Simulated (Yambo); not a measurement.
K₂Pt (space group Fm-3m, No. 225) under isotropic strain of -3 % on all lattice vectors; a = b = c = 5.125 Å, α = β = γ = 60.00°. With the G0W0 scissor the direct gap on the mesh is 2.48 eV.

Does this run resolve the lowest exciton, and if so, what are its energy and binding? (Yambo, PBEsol bands; 6×6×6 mesh, 6 valence and 4 conduction bands, static screening with 57 bands and a 4 Ry block, scissor 0.85 eV, Tamm-Dancoff.)

The mesh holds a bound state, but the numbers are provisional. These are vertical excitations (zero momentum). The lowest state lies at 1.93 eV (dark for light along x, 3 states within 2 meV), the direct quasiparticle gap on this mesh at 2.48 eV. Its binding energy, counted from that gap, is 0.54 eV; it spreads over about 65 k points of the mesh. Convergence with the mesh was not shown. The first optically allowed state is at 2.01 eV. The scissor comes from a G0W0 run whose convergence isn't established. Without spin-orbit coupling, band edges of such heavy elements can be off by tenths of an eV.

Geometry strained from the cell relaxed with PBEsol, atoms relaxed again.

The structure is a Materials Project entry; no match was found in the copy of COD used, and its stability was not checked.
